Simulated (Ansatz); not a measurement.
SnO2:
```cif
data_O4Sn2
_chemical_formula_sum 'Sn2 O4'
_space_group_name_H-M_alt 'P42/mnm'
_space_group_IT_number 136
_space_group_name_Hall '-P 4n 2n'
_cell_length_a 4.76854
_cell_length_b 4.76854
_cell_length_c 3.21139
_cell_angle_alpha 90.000
_cell_angle_beta 90.000
_cell_angle_gamma 90.000
loop_
_atom_site_label
_atom_site_type_symbol
_atom_site_symmetry_multiplicity
_atom_site_Wyckoff_symbol
_atom_site_fract_x
_atom_site_fract_y
_atom_site_fract_z
_atom_site_occupancy
Sn1 Sn 2 a 0.00000 0.00000 0.00000 1
O1 O 4 g 0.19370 0.19370 0.50000 1
```

Relaxed with PBEsol.

### Question
Decompose the optical modes at the zone centre into irreducible representations, and say which are infrared and Raman allowed.

### Answer
Point group 4/mmm: Γ_opt = A1g + A2g + A2u + B1g + 2B1u + B2g + Eg + 3Eu. Infrared: A2u, Eu. Raman: A1g, B1g, B2g, Eg.

### Question
Assign frequencies (DFPT, DFT-PBEsol in the program Ansatz with PAW potentials; without the LO–TO term).

### Answer
B1g 104, B1u 143, Eu 220, Eu 271, A2g 342, A2u 448, Eg 454, B1u 545, Eu 575, A1g 607, B2g 732 cm⁻¹.

Subscripts of B labels follow the axes of the standard setting.

Space group P4_2/mnm (rutile). The cell was relaxed with PBEsol under the symmetry of its start. Spin–orbit coupling is left out wherever it is not named.

Potentials: the earlier of the program's two PAW sets. The files were generated under PBE; for other functionals the program regenerates the frozen cores, and for LDA and PBEsol the local potential too.
